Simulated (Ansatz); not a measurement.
Starting cell, Ba (bcc, W type):

```yaml
crystal:
  lattice:
    - [-5.02000, 5.02000, 5.02000]
    - [2.51000, -2.51000, 2.51000]
    - [2.51000, 2.51000, -2.51000]
  atoms:
    - { symbol: Ba, position: [0.00000, 0.00000, 0.00000] }
    - { symbol: Ba, position: [0.50000, 0.00000, 0.00000] }
```

The atoms are displaced by Q × the pattern below (from a DFPT mode at N = (0.5, 0.0, 0.0), largest move 1; Q in Å), at fixed cell. (q is in reciprocal vectors of the primitive cell; the cell shown is doubled to hold the pattern.)

```tsv
atom	x	y	z
Ba1	0.000	-0.707	-0.707
Ba2	0.000	0.707	0.707
```

Computed with PBE (plane waves to 420 eV, PAW, scalar-relativistic; Ansatz, an electronic-structure program). k mesh 13×13×13 (Γ-centred), Fermi-Dirac smearing 0.05 eV. With partly filled bands, energies and forces of such displacements shift with the k mesh and the smearing. Ba was relaxed with its symmetry unable to fall. 

| Q (Å) | −dE/dQ from forces (eV/Å) |
|---|---|
| -0.100 | 0.562 |
| -0.083 | 0.468 |
| -0.067 | 0.374 |
| -0.050 | 0.281 |
| -0.033 | 0.187 |
| -0.017 | 0.094 |
| 0.000 | 0.000 |
| 0.017 | -0.094 |
| 0.033 | -0.187 |
| 0.050 | -0.281 |
| 0.067 | -0.374 |
| 0.083 | -0.468 |
| 0.100 | -0.562 |

### Question
What harmonic wavenumber does the curvature at Q = 0 give?

### Answer
75 cm⁻¹. E″ = 5.61 eV/Å², M = Σ mᵢ|uᵢ|² = 274.7 u, ν̃ = 521.5·√(|E″|/M).

(For displaced atoms, the force is minus the slope of the energy, and its curvature is a force constant, which sets phonon frequencies.)
